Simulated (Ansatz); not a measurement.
Zr (hcp, Mg type)

```xyz
4
Lattice="6.4632 0.0000 0.0000 -1.6158 2.7986 0.0000 0.0000 0.0000 5.1736" Properties=species:S:1:pos:R:3 pbc="T T T"
Zr     0.0000     1.8658     3.8802
Zr     3.2316     1.8658     3.8802
Zr     1.6158     0.9329     1.2934
Zr     4.8474     0.9329     1.2934
```

In each cell atom 4 (Zr, nearest neighbour Zr at 3.189 Å; its periodic images, 3.2 Å or more away, move with it) moves by s·(1.000, 0.000, 0.000) (along Cartesian x), the rest being held.

These are PBE (plane waves to 420 eV, PAW, scalar-relativistic; Ansatz, a quantum-chemistry and plane-wave program) values and carry that method's errors. k mesh 13×13×7 (Γ-centred), Fermi-Dirac smearing 0.05 eV. Energies are smeared free energies. Left out: 2 of 11 points, with atoms too close for the PAW data. With partly filled bands, energies and forces of such displacements shift with the k mesh and the smearing. The PAW data are Ansatz's earlier set. Zr is run without spin polarisation. Zr was relaxed with its symmetry unable to fall. The zero of ΔE is the undisplaced structure.

The scan covers s from -0.512 to 0.512 Å in 9 points.

Question: Is this a single well or a double well?

Answer: A single well with its minimum at or next to zero displacement.

Question: What is the force constant k = d²E/ds² of this move at s = 0?

Answer: 4.86 eV/Å².

(A displaced cell: forces are minus the slopes of the energy, force constants its curvatures, and phonons follow from these.)
